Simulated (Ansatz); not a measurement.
Zn2SeS in space group P-4m2 (No. 115; Zn on 2g, Se on 1d, S on 1b), the program Ansatz at the PBEsol level (PAW), all energies at zero smearing, with the estimated change up to a 700 eV cutoff added, with one set of potentials and settings (totals compare only within such a set). Cell of 4 atoms (2 Zn, 1 Se, 1 S): -12873.861 eV.

```
element                reference phase  E (eV/atom)
-------  -----------------------------  -----------
Zn       P6_3/mmc, 2 atoms in the cell   -3280.9077
Se         P3_121, 3 atoms in the cell   -5424.2079
S           Fddd, 32 atoms in the cell    -884.8920
```

Formation energy per atom, worked out: (-12873.861 − 2×(-3280.9077) − 1×(-5424.2079) − 1×(-884.8920))/4 = -0.737 eV/atom (-71 kJ per mol of atoms), at 0 K, without zero-point energy or fitted corrections.

The workflow started from a Materials Project entry (that database holds measured and hypothetical structures alike); the Crystallography Open Database copy checked does not list it. Its standing as an ambient phase is unchecked. Symmetry was held in the PBEsol relaxation; of distortions, only those at the zone centre were tested. The references are the lowest solids computed at this level, not always the standard phases.

Potentials: the later of the program's two PAW sets.
